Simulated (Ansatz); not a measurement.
**Ag: axial (c/a) deformation path**

Level of theory: DFT LDA, scalar-relativistic, plane waves, PAW (Ansatz). Settings: plane waves to 420 eV, k-mesh 21×21×12 (Γ-centred), Gaussian smearing 0.15 eV. No spin polarisation. Energies are free energies at this smearing, counted from the undisturbed cell; pressure is positive in compression.

The undisturbed cell (as given, not relaxed at this level; it stands at -10.7 GPa; this form isn't the usual structure):

```yaml
crystal:
  lattice:
    - [2.93000, 0.00000, 0.00000]
    - [-1.46500, 2.53745, 0.00000]
    - [0.00000, 0.00000, 4.79000]
  atoms:
    - { symbol: Ag, position: [0.33333, 0.66667, 0.25000] }
    - { symbol: Ag, position: [0.66667, 0.33333, 0.75000] }
```

At fixed volume and fractional coordinates, lengths along (0.000, 0.000, 1.000) are scaled against those across it; ρ is that ratio over its starting value. The cell is metallic on the mesh throughout. At -11 GPa the given cell is far from its own equilibrium, so these figures belong to a strongly strained crystal.

| ρ | ΔE (meV/atom) | pressure (GPa) |
| --- | --- | --- |
| 0.850 | 63.0 | -8.0 |
| 0.920 | 18.9 | -9.9 |
| 0.960 | 5.6 | -10.4 |
| 1.000 | 0.0 | -10.7 |
| 1.050 | ? | ? |
| 1.100 | ? | ? |
| 1.200 | 89.4 | -6.4 |

Task: Give the withheld values.

Result: ΔE (meV/atom) at ρ = 1.050: 3.3; pressure (GPa) at ρ = 1.050: -10.6; ΔE (meV/atom) at ρ = 1.100: 19.1; pressure (GPa) at ρ = 1.100: -9.7.